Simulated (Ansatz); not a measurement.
The relaxed structure here is a generated cell of Nb: the first start was made by placing the elements on the sites of a structure type, and the end was not matched to a known phase here, so it may be hypothetical. Known forms of Nb include space group No. 229.

A relaxed structure of Nb. Space group Pm-3m (No. 221), simple cubic type. Computed with PBEsol (plane waves to 420 eV, PAW, scalar-relativistic; Ansatz, a program for electronic structure).

```cif
data_Nb
_chemical_formula_sum 'Nb1'
_space_group_name_H-M_alt 'P 1'
_space_group_IT_number 1
_cell_length_a 2.68521
_cell_length_b 2.68521
_cell_length_c 2.68521
_cell_angle_alpha 90.000
_cell_angle_beta 90.000
_cell_angle_gamma 90.000
loop_
_space_group_symop_operation_xyz
  'x, y, z'
loop_
_atom_site_label
_atom_site_type_symbol
_atom_site_fract_x
_atom_site_fract_y
_atom_site_fract_z
_atom_site_occupancy
Nb1 Nb 0.00000 0.00000 0.00000 1
```

```json
{
 "volume_per_atom": "19.36 Å³",
 "band_gap": "no gap (metallic)",
 "shortest_distances": "Nb–Nb 2.69 Å",
 "k-mesh": "17×17×17"
}
```

Band energies at high-symmetry points (eV from the Fermi level; labels of this space group; no spin-orbit coupling), from −5 eV up to 5.0 eV:

```json
[
 {"point": "Γ", "energies": "-2.90 -2.90"},
 {"point": "X", "energies": "-2.52 -1.96 0.61 1.92 1.92"},
 {"point": "M", "energies": "-4.28 -1.03 2.64 2.64"},
 {"point": "R", "energies": "-2.63 -2.63 -2.63"}
]
```

No spin polarisation in the result.

The run could not lose the symmetry of its start: the end is stationary, and may be a saddle point rather than a minimum.
